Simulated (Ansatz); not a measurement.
## Rh: from a starting cell to a relaxed one

The start is a generated cell, Rh built in the simple-cubic structure type. The cell and all atomic positions are relaxed at zero pressure with r2SCAN (plane waves to 500 eV, PAW, scalar-relativistic; Ansatz, a first-principles code). First-step values are on the input's coarse k-mesh.

Ansatz input (later rounds restart from its end on a renewed k-mesh):
Ansatz 0.2 input:
```yaml
crystal:
  lattice:
    - [2.48601, 0, 0]
    - [0, 2.48601, 0]
    - [0, 0, 2.48601]
  atoms:
    - { symbol: Rh, position: [0, 0, 0] }
basis: { ecutwfc: 500, ecutrho_ratio: 4, xc_grid: 4, fft_grid_basis: typed }
kpoints: { mp_grid: { grid: [13, 13, 13] } }
hamiltonian:
  xc: r2scan
  dispersion: none
  pseudopotentials: { azcp: { folder: ./paw }, kind: paw }
scf: { occupations: { method: fermi_dirac, width: 0.05 } }
relax: { f_tol: 0.01, max_steps: 100, cell: { stress_tol: 0.02 } }
output: { forces: true, stress: true }
```

```json
{
 "initial_pressure": "+7.0 GPa (positive: the cell is compressed)",
 "energy_released": "0.01 eV/atom",
 "volume_change": "+3.2 %, from 15.36 to 15.86 Å³/atom",
 "Shortest distances (start → end)": "The closest pairs of elements (up to four, under 3.6 Å), start → end: Rh–Rh 2.49 → 2.51 Å",
 "band_gap_at_the_end": "no gap (metallic)",
 "optimiser_moves": "5"
}
```

The end point of the relaxation:

Space group Pm-3m (No. 221); a = 2.512 Å, b = 2.512 Å, c = 2.512 Å, α = 90.00°, β = 90.00°, γ = 90.00°

| atom | site | symmetry | x | y | z |
|---|---|---|---|---|---|
| Rh | 1a | m-3m | 0.0000 | 0.0000 | 0.0000 |

Final values are on a 18×18×18 k-mesh of the relaxed cell. No spin polarisation in the result.

The run could not lower the symmetry of its start; a shaken copy of this end point relaxes with r2SCAN to I4/mmm (No. 139), 0.45 eV/atom lower.

The relaxed structure here is a generated cell of Rh: the first start was made by placing the elements on the sites of a structure type, and the end was not matched to a known phase here, so it may be hypothetical. Known forms of Rh include space group No. 225.
